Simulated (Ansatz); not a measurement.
MgB₂ in space group P6/mmm (No. 191; Mg on 1a, B on 2d) at seven volumes, DFT-LDA in the program Ansatz with PAW potentials, shape and atoms relaxed at each. One row is withheld.

| V (Å³/atom) | P (GPa) |
|---|---|
| 8.371 | 17.12 |
| 8.647 | 10.56 |
| 8.923 | 4.94 |
| 9.199 | 0.00 |
| 9.475 | ? |
| 9.751 | -8.14 |
| 10.027 | -11.44 |

Task: Fit the shown pressures and predict the withheld one.

Result: P = (3/2)B₀(x^(7/2) − x^(5/2))[1 + (3/4)(B′ − 4)(x − 1)] with x = (V₀/V)^(2/3). Least squares on the six rows gives V₀ = 9.198 Å³/atom, B₀ = 154 GPa, B′ = 3.49. At V = 9.475, x = 0.9804 and P = -4.34 GPa. The run itself gave -4.33 GPa.

The cell was relaxed with LDA under the symmetry of its start; of distortions, only those at the zone centre were tested.

Potentials: the later of the program's two PAW sets.
